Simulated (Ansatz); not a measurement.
Input file for Ansatz (a program for electronic structure):

Ansatz 0.2 input:
```yaml
crystal:
  lattice:
    - [-3.2842780041, 7.1906806166, 3.1715410296]
    - [3.2842780041, -7.1906806166, 3.1715410296]
    - [3.2842780041, 7.1906806166, -3.1715410296]
  atoms:
    - { symbol: K, position: [0.6742626138, 0.7466482237, 0.4209108375] }
    - { symbol: K, position: [0.3257373862, 0.2533517763, 0.5790891625] }
    - { symbol: K, position: [0.8257373862, 0.2466482237, 0.0723856099] }
    - { symbol: K, position: [0.1742626138, 0.7533517763, 0.9276143901] }
    - { symbol: Na, position: [0.75, 0.75, 0.0] }
    - { symbol: Na, position: [0.25, 0.25, 0.0] }
    - { symbol: Ga, position: [0.25, 0.75, 0.5] }
    - { symbol: Ga, position: [0.75, 0.25, 0.5] }
    - { symbol: P, position: [0.9073448372, 0.6990859928, 0.60643083] }
    - { symbol: P, position: [0.0926551628, 0.3009140072, 0.39356917] }
    - { symbol: P, position: [0.5926551628, 0.1990859928, 0.7917411555] }
    - { symbol: P, position: [0.4073448372, 0.8009140072, 0.2082588445] }
kpoints:
  mp_grid: { grid: [4, 4, 4] }
hamiltonian:
  xc: hse06
  pseudopotentials: { kind: paw }
scf:
  n_extra_bands: 12
  occupations: { method: fixed }
output:
  eigenvalues: true
  eigenstates:
    e_range: [-9.0, 10.1]
    kpoints:
      - [-0.125, 0.125, -0.125]  # VBM
      - [0.0, 0.0, 0.0]  # CBM
```

Output (shortened):

```
Pseudopotentials: kind: paw
Pseudopotential: K, paw, valence charge 9
Pseudopotential: Na, paw, valence charge 9
Pseudopotential: Ga, paw, valence charge 13
Pseudopotential: P, paw, valence charge 5
Functional definition: HSE06
davidson cushion auto → on  (no smearing: the cushion is to keep the highest requested band from converging to the state above it …
Crystal: 12 atoms, lattice volume = 299.599 Å³
Basis set: ecut = 420 eV, 5829 PW (Γ)
Bands: 62, of which v1, the nominal top of the filled ones, is band 50 counted from 1 (49 counted from 0)
Symmetry: 8 space group operations
Space group: Ibam (ITA 72), of the structure as read, at distance tolerance 6.7e-5 Å
k-points: 18 of 64
PAW frozen core: K, regenerated for the run's functional, and the local potential with it
PAW frozen core: Na, regenerated for the run's functional, and the local potential with it
PAW frozen core: Ga, regenerated for the run's functional, and the local potential with it
PAW frozen core: P, regenerated for the run's functional, and the local potential with it
Initial wavefunctions: pseudopotential atomic-orbital guess
Eigensolver: davidson
Functional: x = pbe(κ = 0.804, μ = 0.2195149727645171), c = pbe(β = 0.06672455060314922), warm-up for x = pbe(κ = 0.804, μ = 0.2195149727645171) + 0.25 (exact …
SCF iter   1: F=—  HF=-19718.382151 eV  |F-HF|=—  |Δ(HF+E_count)|=         —  Δρ=8.05e-4  dr2=2.32e-3  ethr=1.77e-3  ⟨swp⟩=13.3  Hψ=5664  notcnv=0
preconditioner: auto → none
SCF iter   2: F=—  HF=-19718.386598 eV  |F-HF|=—  |Δ(HF+E_count)|=   4.45e-3  Δρ=3.57e-4  dr2=3.97e-4  ethr=2.32e-6  ⟨swp⟩=7.8  Hψ=4793  notcnv=0  defer=7
SCF iter   3: F=-19718.386827 eV  HF=-19718.386742 eV  |F-HF|=8.45e-5  |Δ(HF+E_count)|=   1.44e-4  Δρ=1.90e-4  dr2=8.42e-5  ethr=3.97e-7  ⟨swp⟩=4.8  Hψ=3090  notcnv=0  defer=4
SCF 1 stopped early in 3 iterations: F = -19718.386827 eV  dr2 = 8.42e-5
Crystal: 12 atoms, lattice volume = 299.599 Å³
Initial density: handed on by an earlier stage of this run
Initial wavefunctions: those handed on with the density
Functional: x = pbe(κ = 0.804, μ = 0.2195149727645171) + 0.25 (exact − pbe) at short range (hse, ω = 0.20786987370883472 Å⁻¹), c = pbe(β = 0.06672455060314922); HSE06 as pw.x's `hse` composes it (authors' and Libxc's form: `xc: wpbeh`)
Exchange kernel: α = 0.2500, screened, ω = 0.2079 Å⁻¹, Wigner–Seitz truncation, v(0) = 1046.8980 eV·Å³, q-mesh 4×4×4, nearest image of the exchange supercell L …
Frozen-core exchange: fock
SCF iter   1: F=—  HF=-19725.468085 eV  |F-HF|=—  |Δ(HF+E_count)|=         —  Δρ=7.39e-3  dr2=7.34e-2  ethr=8.42e-7  ⟨swp⟩=9.2  Hψ=6604  notcnv=0
preconditioner: auto → none
SCF iter   2: F=—  HF=-19725.432483 eV  |F-HF|=—  |Δ(HF+E_count)|=   3.56e-2  Δρ=1.69e-3  dr2=9.38e-3  ethr=8.42e-7  ⟨swp⟩=5.3  Hψ=4734  notcnv=0
SCF iter   3: F=—  HF=-19725.457059 eV  |F-HF|=—  |Δ(HF+E_count)|=   2.46e-2  Δρ=1.79e-3  dr2=4.95e-3  ethr=8.42e-7  ⟨swp⟩=5.4  Hψ=4406  notcnv=0
SCF iter   4: F=—  HF=-19725.456095 eV  |F-HF|=—  |Δ(HF+E_count)|=   9.64e-4  Δρ=5.62e-4  dr2=4.41e-4  ethr=8.42e-7  ⟨swp⟩=4.0  Hψ=3620  notcnv=0
SCF iter   5: F=—  HF=-19725.456783 eV  |F-HF|=—  |Δ(HF+E_count)|=   6.88e-4  Δρ=2.46e-4  dr2=4.76e-4  ethr=4.00e-7  ⟨swp⟩=5.0  Hψ=3322  notcnv=0
SCF iter   6: F=—  HF=-19725.456695 eV  |F-HF|=—  |Δ(HF+E_count)|=   8.76e-5  Δρ=9.42e-5  dr2=1.65e-4  ethr=4.00e-7  ⟨swp⟩=4.0  Hψ=3272  notcnv=0
iter 7 solved again at ethr=9.16e-9 eV; its pass at ethr=1.61e-7 eV (dr2=9.16e-6 eV) is discarded
SCF iter   7: F=-19725.456645 eV  HF=-19725.456653 eV  |F-HF|=8.47e-6  |Δ(HF+E_count)|=   4.19e-5  Δρ=2.54e-5  dr2=1.28e-5  ethr=9.16e-9  ⟨swp⟩=3.1  Hψ=5391  notcnv=0
SCF 2 stopped early in 7 iterations: F = -19725.456645 eV  dr2 = 1.28e-5
hybrid outer 1: dexx = +2.903e-2 eV, tail = 8.71e-5 eV
Crystal: 12 atoms, lattice volume = 299.599 Å³
Exchange kernel: α = 0.2500, screened, ω = 0.2079 Å⁻¹, Wigner–Seitz truncation, v(0) = 1046.8980 eV·Å³, q-mesh 4×4×4, nearest image of the exchange supercell L …
Frozen-core exchange: fock
SCF iter   1: F=—  HF=-19725.456283 eV  |F-HF|=—  |Δ(HF+E_count)|=         —  Δρ=4.32e-5  dr2=7.58e-6  ethr=4.35e-7  ⟨swp⟩=4.0  Hψ=2877  notcnv=0
preconditioner: auto → none
iter 2 solved again at ethr=3.04e-10 eV; its pass at ethr=6.83e-9 eV (dr2=3.04e-7 eV) is discarded
SCF iter   2: F=—  HF=-19725.456282 eV  |F-HF|=—  |Δ(HF+E_count)|=   1.61e-6  Δρ=1.52e-5  dr2=6.98e-7  ethr=3.04e-10  ⟨swp⟩=3.1  Hψ=5949  notcnv=0
SCF iter   3: F=—  HF=-19725.456284 eV  |F-HF|=—  |Δ(HF+E_count)|=   2.49e-6  Δρ=1.04e-5  dr2=7.33e-7  ethr=3.04e-10  ⟨swp⟩=6.5  Hψ=3852  notcnv=0  defer=2
SCF iter   4: F=-19725.456284 eV  HF=-19725.456284 eV  |F-HF|=3.83e-9  |Δ(HF+E_count)|=   1.93e-7  Δρ=2.37e-6  dr2=1.65e-8  ethr=3.04e-10  ⟨swp⟩=4.1  Hψ=3026  notcnv=0
SCF 3 converged in 4 iterations: F = -19725.456284 eV  dr2 = 1.65e-8
hybrid outer 2: dexx = +2.668e-6 eV, tail = 8.06e-8 eV, Δε = 3.01e-3 eV (about 9.89e-5 eV left of the loop's levels)
NSCF: frozen V_eff on 2 k-points
hybrid SCF converged: 2 outer / 11 inner (+3 warm-up), last move |dexx| = 2.67e-6 eV, tail = 8.06e-8 eV
Stability not checked (fock_operator)
Free energy (F): -19725.456284 eV
Frozen-core exchange: fock
Harris-Foulkes:  -19725.456284 eV  (|F-HF|=3.83e-9)
Internal energy: -19725.456284 eV  (E = F + TS)
E sigma→0 (E₀):  -19725.456284 eV
Fermi energy:    4.822902 eV
--- Per-component energies (eV) ---
  E_band       = -1144.937722
  E_kinetic    = 1770.865536
  E_local      = -10531.711750  (includes V_loc(G=0)·N_el)
  E_nonlocal   = 1270.090911
  E_hartree    = 4369.989244
  E_xc         = -808.169495
  E_vxc        = -895.634435  (∫ρ·V_xc dr)
  E_exx        = -309.945987  (= α·E_x^exact, valence–valence)
  E_paw        = -9807.766461  (= ΣΔE_a)
  E_vpaw       = -878.637031  (= ΣTr[D̂ρ^β])
  E_aug_tail   = -0.000300  (compensation charges beyond the density's cutoff)
  E_ewald      = -5678.097531
  E_core_change = -0.710450  (= ΣΔE_core)
  E_smearing   =  0.000000  (= −TS)
  E_closure    = 0.000000  (closes the sum)
  Σ components = -19725.456284   (vs F -19725.456284, Δ=0.00e0)
  [band-id]    e_kinetic+e_local+e_nonlocal+2·e_hartree+e_vxc+2·e_exx+e_vpaw+e_augmentation_tail = -1144.940556   (vs E_band -1144.937722, Δ=-2.83e-3)
--- Band table (eV; the first three rows and the last of 18) ---
  k-point 0: bands = ["-50.8917", "-50.8860", "-28.2508", "-28.2322", "-28.2277", "-28.2186", "-21.1113", "-21.1102", "-21.0978", "-21.0498", "-21.0356", "-21.0166", "-11.9977", "-11.9902", "-11.9647", "-11.9290", "-11.9026", "-11.8858", "-11.8833", "-11.8735", "-11.8604", "-11.8043", "-10.5397", "-10.5183", "-10.4961", "-10.4659", "-10.4494", "-10.4213", "-10.4028", "-10.3887", "-10.3631", "-10.3604", "-10.3270", "-10.3071", "-6.7552", "-4.8883", "-4.6337", "-4.6240", "-1.0433", "0.1165", "1.8120", "2.7815", "2.8872", "2.9288", "2.9386", "3.1450", "4.4078", "4.5265", "4.6900", "4.8229", "7.0648", "7.4736", "7.9484", "9.0388", "9.1882", "9.7604", "9.8303", "9.9970", "10.1050", "10.4253", "10.4873", "10.4898"]
  k-point 1: bands = ["-50.8917", "-50.8860", "-28.2481", "-28.2349", "-28.2264", "-28.2199", "-21.1113", "-21.1102", "-21.0978", "-21.0499", "-21.0357", "-21.0166", "-11.9984", "-11.9904", "-11.9647", "-11.9294", "-11.9027", "-11.8858", "-11.8833", "-11.8733", "-11.8602", "-11.8043", "-10.5287", "-10.5141", "-10.4912", "-10.4766", "-10.4630", "-10.4531", "-10.4061", "-10.3608", "-10.3578", "-10.3504", "-10.3323", "-10.3187", "-6.6788", "-4.8876", "-4.7100", "-4.6322", "-1.0083", "0.2535", "1.7192", "2.7133", "2.7575", "2.8017", "3.0375", "3.4096", "4.1060", "4.4102", "4.5923", "4.7361", "7.9317", "7.9742", "8.1404", "8.8005", "9.1623", "9.4543", "9.5853", "9.9902", "10.2121", "10.2407", "10.3620", "10.7633"]
  k-point 2: bands = ["-50.8917", "-50.8860", "-28.2415", "-28.2414", "-28.2232", "-28.2231", "-21.1113", "-21.1102", "-21.0978", "-21.0500", "-21.0357", "-21.0166", "-11.9990", "-11.9906", "-11.9647", "-11.9296", "-11.9028", "-11.8858", "-11.8833", "-11.8731", "-11.8601", "-11.8042", "-10.5036", "-10.5014", "-10.4956", "-10.4943", "-10.4823", "-10.4721", "-10.3974", "-10.3782", "-10.3459", "-10.3441", "-10.3282", "-10.3221", "-6.5974", "-4.8861", "-4.8021", "-4.6301", "-0.9717", "0.4179", "1.6309", "2.5529", "2.7266", "2.8234", "2.9193", "3.6771", "3.7865", "4.4413", "4.4958", "4.7368", "8.1816", "8.3363", "8.4859", "9.0768", "9.3056", "9.3390", "9.5856", "9.9094", "10.1681", "10.4913", "10.6581", "10.6717"]
  k-point 17: bands = ["-50.8917", "-50.8860", "-28.2507", "-28.2322", "-28.2277", "-28.2187", "-21.1113", "-21.1101", "-21.0978", "-21.0498", "-21.0356", "-21.0166", "-11.9993", "-11.9909", "-11.9647", "-11.9302", "-11.9029", "-11.8858", "-11.8833", "-11.8739", "-11.8605", "-11.8045", "-10.5430", "-10.5255", "-10.4722", "-10.4612", "-10.4501", "-10.4360", "-10.4134", "-10.3895", "-10.3594", "-10.3472", "-10.3313", "-10.3139", "-6.6381", "-4.9327", "-4.7437", "-4.6653", "-1.0278", "0.2045", "1.9817", "2.7584", "2.8542", "2.9911", "3.1727", "3.2517", "3.6584", "4.4566", "4.7144", "4.7891", "7.3471", "8.4295", "8.5940", "8.6525", "8.8055", "8.8175", "8.9996", "9.1343", "9.3570", "11.2832", "11.5286", "11.5782"]
  band table: 62 of 62 bands, residual norms ≤ 1.0e-3 eV
```

Cost: very roughly 15 core-minutes on shared cores.

The points marked VBM and CBM come from a semilocal run.

The workflow started from a Materials Project entry (that database holds measured and hypothetical structures alike); the Crystallography Open Database files this formula in space group No. 72, but the cells were not matched. Whether it is the stable phase at ambient conditions was not checked. The cell was relaxed with PBEsol under the symmetry of its start; whether a distortion lowers the energy is not shown. Spin–orbit coupling is left out wherever it is not named.

Potentials: the later of the program's two PAW sets.

Ansatz is a plane-wave DFT program.
